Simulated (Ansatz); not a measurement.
B:
```
B
1.0
   -2.31647     2.31647     2.31647
    2.31647    -2.31647     2.31647
    2.31647     2.31647    -2.31647
B
4
Cartesian
  1.73735   0.57912  -0.57912
  0.57912  -0.57912   1.73735
 -0.57912   1.73735   0.57912
  0.57912   0.57912   0.57912
```

This is the PBEsol-relaxed structure.

Task: All from DFT-PBEsol in the program Ansatz with PAW potentials, unless another level is named. Estimate the HSE06 gap on the PBEsol cell.

Result: 2.42 eV.

Task: Predict the band gap.

Result: 1.41 eV (indirect).

Task: Next, the electron effective mass?

Result: 0.56, 0.56, 2.7 mₑ (principal values).

Task: Next, the smallest direct gap on the standard path?

Result: 2.63 eV.

Task: Give the hole effective mass.

Result: 0.54, 0.54, 1.1 mₑ (principal values).

Task: Predict the conduction-band minimum.

Result: on the Γ–P line, 21 % of the way from Γ (8 equivalent valleys).

Space group I4_132. The start of the workflow was typed in or built on a structure type; neither database checked (COD, Materials Project) lists it. It is not the phase usual at ambient conditions (space group No. 166). Symmetry was held in the PBEsol relaxation; phonons on a q-mesh show weakly imaginary modes.

Potentials: the later of the program's two PAW sets.
